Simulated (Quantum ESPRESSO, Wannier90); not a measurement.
Wannierisation of WOF₄ (I4)

```
begin unit_cell_cart
ang
    0.0000000000    0.0000000000    3.9450800000
   -3.2631500000    3.2631500000    1.9725400000
   -3.2631500000   -3.2631500000    1.9725400000
end unit_cell_cart
begin atoms_frac
W   -0.0014200000  0.0000000000  0.0000000000
O   -0.4406600000  0.0000000000  0.0000000000
F   -0.0089800000  0.3527700000 -0.1833100000
F    0.3437900000 -0.1833100000 -0.3527700000
F    0.1604800000 -0.3527700000  0.1833100000
F   -0.1922900000  0.1833100000  0.3527700000
end atoms_frac
```

Structure: Materials Project mp-752955, symmetrised, not relaxed again. Not found in the COD (Crystallography Open Database) copy used; not checked further. Level: PBEsol, no spin polarisation, no spin-orbit coupling; pw.x of Quantum ESPRESSO at 68 Ry with PseudoDojo potentials, 6×6×6 k-points, Wannier90. Density: 10×10×10 mesh, cold smearing 0.01 Ry. The cell is built of weakly bound layers, chains or molecules. Database cells relaxed without dispersion often hold them too far apart, which can enlarge gaps and weakens couplings between them; spacing and stacking were not compared with the measured crystal. Spin-orbit coupling is left out although heavy elements are present.

Band 9 is isolated and gives one Wannier function a cell (O2 2s 81 %, W1 5d 11 %, W1 6s 5 %; spread 0.69 Å²). Its on-site energy is ε = -15.659 eV relative to the valence-band maximum, and its hoppings t(R) = t(−R) to the nearer images are (images within this range that aren't listed have |t| under 5 meV):

```
R (lattice vectors; −R alike)  distance (Å)  t (eV)
-----------------------------  ------------  ------
1 0 0                                  3.95  -0.263
2 0 0                                  7.89   0.011
```

Task: Work out the band energy at Γ, X, M, Z from these numbers.

Result: For one orbital E(k) = ε + Σ_R 2 t(R) cos(2π k·R), the sum over the listed R.
- Γ, k = (0.000, 0.000, 0.000): E = -15.659 + (-0.263)·(2.00) + (0.011)·(2.00) = -16.16 eV; pw.x: -16.16 eV
- X, k = (0.000, 0.000, -0.500): E = -15.659 + (-0.263)·(2.00) + (0.011)·(2.00) = -16.16 eV; pw.x: -16.16 eV
- M, k = (0.000, -0.500, -0.500): E = -15.659 + (-0.263)·(2.00) + (0.011)·(2.00) = -16.16 eV; pw.x: -16.17 eV
- Z, k = (0.683, 0.341, 0.341): E = -15.659 + (-0.263)·(-0.82) + (0.011)·(-1.33) = -15.46 eV; pw.x: -15.46 eV

At these points the listed shells miss the plane-wave band by up to 0.01 eV, of a width of 1.06 eV on the path. With all its hoppings the model misses the band by 0.3 meV at worst on the whole path; the listed shells hold nearly all of the dispersion.
